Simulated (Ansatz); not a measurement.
Bi (A7 (α-As type), R-3m) under volume change, PBEsol in the plane-wave PAW code Ansatz, shape and atoms relaxed at each volume.

```json
[
 {"V (Å³/atom)": "31.334", "E − E(relaxed) (meV/atom)": "41.7", "P (GPa)": "4.82"},
 {"V (Å³/atom)": "32.367", "E − E(relaxed) (meV/atom)": "17.1", "P (GPa)": "2.87"},
 {"V (Å³/atom)": "33.400", "E − E(relaxed) (meV/atom)": "4.0", "P (GPa)": "1.28"},
 {"V (Å³/atom)": "34.433", "E − E(relaxed) (meV/atom)": "0.0", "P (GPa)": "0.00"},
 {"V (Å³/atom)": "35.466", "E − E(relaxed) (meV/atom)": "?", "P (GPa)": "?"},
 {"V (Å³/atom)": "36.499", "E − E(relaxed) (meV/atom)": "?", "P (GPa)": "?"},
 {"V (Å³/atom)": "37.532", "E − E(relaxed) (meV/atom)": "25.9", "P (GPa)": "-2.34"}
]
```

What belongs in the gaps?


- 36.499, E − E(relaxed) (meV/atom): 12.5
- 36.499, P (GPa): -1.79
- 35.466, E − E(relaxed) (meV/atom): 3.4
- 35.466, P (GPa): -1.02

What does a third-order Birch–Murnaghan fit give for V₀, B₀ and B′?

V₀ = 34.44 Å³/atom, B₀ = 37.2 GPa, B′ = 6.9.

The cell was relaxed with PBEsol under the symmetry of its start; of distortions, only those at the zone centre were tested. Spin–orbit coupling is left out wherever it is not named.

Potentials: the earlier of the program's two PAW sets.
